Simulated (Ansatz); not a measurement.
Be (hcp (Mg type), space group No. 194) under volume change, r²SCAN in the plane-wave PAW code Ansatz, shape and atoms relaxed at each volume.

```json
[
 {"V (Å³/atom)": "7.190", "E − E(relaxed) (meV/atom)": "28.3", "P (GPa)": "13.67"},
 {"V (Å³/atom)": "7.427", "E − E(relaxed) (meV/atom)": "12.0", "P (GPa)": "8.50"},
 {"V (Å³/atom)": "7.664", "E − E(relaxed) (meV/atom)": "…", "P (GPa)": "…"},
 {"V (Å³/atom)": "7.901", "E − E(relaxed) (meV/atom)": "0.0", "P (GPa)": "-0.02"},
 {"V (Å³/atom)": "8.138", "E − E(relaxed) (meV/atom)": "…", "P (GPa)": "…"},
 {"V (Å³/atom)": "8.375", "E − E(relaxed) (meV/atom)": "10.2", "P (GPa)": "-6.59"},
 {"V (Å³/atom)": "8.612", "E − E(relaxed) (meV/atom)": "22.0", "P (GPa)": "-9.29"}
]
```

### Question
What belongs in the gaps?

### Answer

- 8.138, E − E(relaxed) (meV/atom): 2.7
- 8.138, P (GPa): -3.51
- 7.664, E − E(relaxed) (meV/atom): 2.9
- 7.664, P (GPa): 3.96

### Question
What does a third-order Birch–Murnaghan fit give for V₀, B₀ and B′?

### Answer
V₀ = 7.90 Å³/atom, B₀ = 124 GPa, B′ = 3.3.

Space group P6_3/mmc (hcp (Mg type)). The cell was relaxed with r²SCAN under the symmetry of its start; of distortions, only those at the zone centre were tested.

Potentials: the earlier of the program's two PAW sets.
